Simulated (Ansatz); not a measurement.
LaWN$_{3}$:
```
LaWN3
1.0
    3.93347     0.00000     0.00000
    0.00000     3.93347     0.00000
    0.00000     0.00000     4.13844
La W N
1 1 3
Direct
  0.50000   0.50000   0.30697
  0.00000   0.00000   0.78442
  0.00000   0.50000   0.70918
  0.50000   0.00000   0.70918
  0.00000   0.00000   0.22651
```

Relaxed with PBEsol. Special points in fractions of this cell's reciprocal vectors: Γ (0.000, 0.000, 0.000); X (0.000, 0.500, 0.000); M (0.500, 0.500, 0.000); Z (0.000, 0.000, 0.500); R (0.000, 0.500, 0.500); A (0.500, 0.500, 0.500).

Q: List the band energies nearest the Fermi level at these points for the program Ansatz at the PBEsol level (PAW).

A: In eV from the Fermi level; about four levels below and three above (degenerate sets whole), none deeper than 8.9 eV; points with the same levels are listed once.

| k | below | above |
|---|---|---|
| Γ | -1.00 -1.00 -0.72 -0.65 | 1.93 1.93 2.19 |
| X | -3.18 -2.76 -2.24 -1.08 | 2.05 2.65 2.93 |
| M | -4.50 -4.50 -1.66 -1.46 -1.46 | 0.02 3.03 3.07 3.07 |
| Z | -2.43 -0.47 -0.30 -0.30 | 3.07 3.07 3.16 |
| R | -1.66 -1.65 -1.54 -0.01 | 2.78 3.13 3.21 |
| A | -4.50 -4.50 -0.13 -0.13 | 0.05 3.05 3.05 |

Space group P4mm. The workflow started from a Materials Project entry (that database holds measured and hypothetical structures alike); the Crystallography Open Database copy checked does not list it. Whether it is the stable phase at ambient conditions was not checked. The cell was relaxed with PBEsol under the symmetry of its start; its stability against distortions is not shown here. The run is not spin-polarised. Scalar-relativistic: spin–orbit coupling is off unless named, which matters more the heavier the elements.

Potentials: the later of the program's two PAW sets.
